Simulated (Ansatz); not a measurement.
GaN:
```cif
data_Ga3N3
_chemical_formula_sum 'Ga3 N3'
_space_group_name_H-M_alt 'P6222'
_space_group_IT_number 180
_space_group_name_Hall 'P 62 2 (0 0 4)'
_cell_length_a 3.12461
_cell_length_b 3.12461
_cell_length_c 7.37131
_cell_angle_alpha 90.000
_cell_angle_beta 90.000
_cell_angle_gamma 120.000
loop_
_atom_site_label
_atom_site_type_symbol
_atom_site_symmetry_multiplicity
_atom_site_Wyckoff_symbol
_atom_site_fract_x
_atom_site_fract_y
_atom_site_fract_z
_atom_site_occupancy
Ga1 Ga 3 d 0.50000 0.00000 0.50000 1
N1 N 3 c 0.50000 0.00000 0.00000 1
```

Relaxed with r²SCAN.

Question: Tabulate the valence density and the electron localisation function along the shortest Ga–N contact (1.99 Å), DFT-r²SCAN in the program Ansatz with PAW potentials.

Answer: 

```tsv
distance from Ga (Å)	density (e/Å³)	ELF
0.20	34.01	0.03
0.30	19.90	0.02
0.40	9.85	0.03
0.50	4.41	0.06
0.60	2.03	0.12
0.70	1.11	0.18
0.80	0.78	0.24
0.89	0.68	0.32
0.99	0.69	0.47
1.09	0.80	0.67
1.19	1.00	0.80
1.29	1.31	0.85
1.39	1.78	0.84
1.49	2.38	0.78
1.59	2.99	0.65
1.69	3.41	0.42
1.79	3.54	0.18
```

The density is the valence pseudo-density with augmentation charge, so density and ELF within about 1 Å of a nucleus are not all-electron values.

Space group P6_222. The start of the workflow was typed in or built on a structure type; neither database checked (COD, Materials Project) lists it. It is not the phase usual at ambient conditions (space group No. 186, 216). The cell was relaxed with r²SCAN under the symmetry of its start; its stability against distortions is not shown here.

Potentials: the later of the program's two PAW sets.
